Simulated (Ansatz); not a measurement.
The elements of this relaxed trial crystal are hidden behind letters.

```
lattice vectors (Å)
   2.9617    0.0000    0.0000
   0.0000    6.0074    0.0000
   0.0000    0.0000    8.8507
fractional positions
X 0.0000 0.0000 0.5000
X 0.0000 0.0000 0.8339
X 0.0000 0.0000 0.1661
Z 0.0000 0.5000 0.5000
Q 0.0000 0.5000 0.8461
Q 0.0000 0.5000 0.1539
```

Level of theory: Ansatz 0.2.0, DFT PBE, scalar-relativistic, plane waves, PAW. Plane waves to 420 eV, a 12×8×4 mesh through Γ for the 6-atom cell and 0.10 eV Gaussian smearing; no spin polarisation.

* Space group: Pmmm (No. 47)
* Conventional cell: a = 2.962 Å, b = 6.007 Å, c = 8.851 Å
* Volume per atom: 26.25 Å³
* Density: 6.50 g/cm³
* Energy over the elements: +0.12 eV/atom
* Gap on the 12×8×4 mesh of the 6-atom cell: 0 eV (a metal)

Energies are uncorrected and count from the elements' standard states at the same level.

Problem. X is a p-block element of period 5, Z is a p-block element of period 5 and Q is a p-block element of period 4. Which elements are they?

Solution. X = In, Z = Sb, Q = As, so the formula is In3SbAs2. Density times volume gives a mean mass of 6.50 × 26.25/1.6605 = 102.8 u per atom, and this set has 102.7 u. In on a site of symmetry mmm is surrounded by 4 In at 2.96 Å and 2 Sb at 3.00 Å; Sb has 2 Sb at 2.96 Å, 2 In at 3.00 Å and 2 As at 3.06 Å; around As lie 1 As at 2.72 Å, 2 As at 2.96 Å, 2 In at 3.01 Å and 1 Sb at 3.06 Å; 1 more site not described. Other sets within the hints have nearly the same mass, so mass alone doesn't settle it; this one was computed.

These runs have no spin–orbit coupling, which can matter for Sb. A structure relaxed within its symmetry needn't be a true minimum. Another cell of In3SbAs2 relaxed alike, in P3m1, lies 0.31 eV/atom lower, so this cell isn't the stable form at this level.
